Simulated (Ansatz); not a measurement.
Frames from the relaxation of a relaxed Bi2Se3 cell with every coordinate shifted by Gaussian noise of σ = 0.3 Å, as extended XYZ (Å, eV, eV/Å, GPa with compression positive). The numbers are results of PBEsol (plane waves to 420 eV, PAW, scalar-relativistic; Ansatz, a first-principles code), not measurements. Γ-centred k-mesh 7×7×7 on the run's cell (coarser than for final values), Fermi–Dirac smearing 0.05 eV.

```xyz
5
Lattice="2.0662 1.1929 9.5142 -2.0662 1.1929 9.5142 0.0000 -2.3858 9.5142" Properties=species:S:1:pos:R:3:forces:R:3 pbc="T T T" step=1 free_energy=-40761.835 pressure=9.4 accepted=T
Bi    -0.2426    -0.1522    11.3238   -1.0003    3.4546    0.9494
Bi     0.0541     0.0610    17.0163    0.0541   -0.8160    1.3509
Se    -0.2299     0.5333     0.0575    0.5725   -2.9955   -2.0607
Se     0.0687    -0.0963     6.2068   -0.7300    1.3577   -1.8248
Se    -0.3800     0.3752    22.3212    1.1037   -1.0010    1.5852
5
Lattice="2.0281 1.1327 9.4472 -2.1175 1.1438 9.4653 -0.0352 -2.4659 9.4800" Properties=species:S:1:pos:R:3:forces:R:3 pbc="T T T" step=3 free_energy=-40763.398 pressure=0.1 accepted=T
Bi    -0.2244    -0.0632    11.3251   -0.0376    0.5207    0.2383
Bi    -0.1458     0.0142    17.0016   -0.1661   -0.0062   -0.1764
Se    -0.1653     0.2678    -0.0286    0.0824   -0.5043   -0.1192
Se    -0.1563     0.0976     5.9650    0.0160    0.1541    0.0772
Se    -0.2906     0.0340    22.3616    0.1053   -0.1641   -0.0200
5
Lattice="2.0612 1.1686 9.5230 -2.0550 1.1734 9.5210 0.0073 -2.4198 9.5318" Properties=species:S:1:pos:R:3:forces:R:3 pbc="T T T" step=4 free_energy=-40763.474 pressure=0.0 accepted=T
Bi    -0.1432     0.1208    11.4177   -0.0257   -0.0164   -0.1152
Bi    -0.1280     0.0812    17.0938   -0.0019    0.0596    0.1074
Se    -0.1450     0.1450    -0.0306   -0.0089    0.0113   -0.0105
Se    -0.1329     0.1297     6.0091   -0.0074   -0.0618   -0.0549
Se    -0.1515     0.0925    22.4995    0.0439    0.0073    0.0732
```

The path has 8 moves and ends in R-3m (No. 166) (AFLOW prototype A2B3_hR5_166_c_ac (C33, as in Bi2Te3)), 0.33 eV/atom below its start. Free energies are of the whole cell and compare only within this code, potentials and settings.  No spin polarisation in the result.
